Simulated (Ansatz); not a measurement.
**SrTi₂O₄, before and after**

The guess for SrTi₂O₄ was proposed by analogy with related compounds (Cmcm, No. 63). Its size is a guess.

start.cif

```cif
data_structure
_symmetry_space_group_name_H-M 'Cmcm'
_symmetry_Int_Tables_number 63
_cell_length_a 3.1700
_cell_length_b 10.5000
_cell_length_c 10.8500
_cell_angle_alpha 90.000
_cell_angle_beta 90.000
_cell_angle_gamma 90.000
_cell_volume 361.14
loop_
_atom_site_label
_atom_site_type_symbol
_atom_site_symmetry_multiplicity
_atom_site_Wyckoff_symbol
_atom_site_fract_x
_atom_site_fract_y
_atom_site_fract_z
_atom_site_occupancy
Sr1 Sr 4 c 0.50000 0.11200 0.75000 1
Ti1 Ti 8 f 0.00000 0.13300 0.43000 1
O1 O 4 c 0.00000 0.05000 0.25000 1
O2 O 8 f 0.50000 0.26500 0.38500 1
O3 O 4 b 0.50000 0.00000 0.50000 1
```

All numbers below come from DFT PBE, scalar-relativistic, plane waves, PAW (Ansatz 0.2.0). Cutoff 420 eV, Gaussian smearing, Γ-centred meshes. Cell and atoms relax first on a coarse mesh, the cell is then made exact in the group found at 0.06 to 0.08 Å, and last on a converged mesh; the steps can't lower the symmetry of their start. Collinear spin, starting moments Ti 1.0 (×4) μB; the moments died out early, so the last step has no spin.

end.cif

```cif
data_structure
_symmetry_space_group_name_H-M 'Cmcm'
_symmetry_Int_Tables_number 63
_cell_length_a 3.1792
_cell_length_b 9.9109
_cell_length_c 10.2748
_cell_angle_alpha 90.000
_cell_angle_beta 90.000
_cell_angle_gamma 90.000
_cell_volume 323.74
loop_
_atom_site_label
_atom_site_type_symbol
_atom_site_symmetry_multiplicity
_atom_site_Wyckoff_symbol
_atom_site_fract_x
_atom_site_fract_y
_atom_site_fract_z
_atom_site_occupancy
Sr1 Sr 4 c 0.50000 0.11893 0.75000 1
Ti1 Ti 8 f 0.00000 0.12423 0.43764 1
O1 O 4 c 0.00000 0.07496 0.25000 1
O2 O 8 f 0.50000 0.26309 0.39980 1
O3 O 4 b 0.50000 0.00000 0.50000 1
```

The symmetry stays Cmcm (No. 63). The volume per atom shrinks by 10.4 %, from 12.9 to 11.6 Å³. The shortest distance goes from 2.14 Å (Ti–O) to 1.99 Å (Ti–O).

| Property | Result |
| --- | --- |
| Volume per atom | 11.56 Å³ |
| Density | 5.07 g/cm³ |
| Energy over the elements | −2.87 eV/atom |
| Gap on the 10×10×4 mesh of the 14-atom cell | 0 eV (a metal) |

Energies over the elements count from the elements' standard structures at the same level (O₂ as a molecule), with no fitted energy shifts. A negative formation energy is needed for stability but isn't enough: competing phases decide.

The last run used Gaussian smearing of 0.10 eV. In such compounds of Ti a zero gap at this level may well be an artefact, since no Hubbard U is applied. A later test with randomly moved atoms came back to the same energy, though modes that don't fit the test's cell weren't probed.
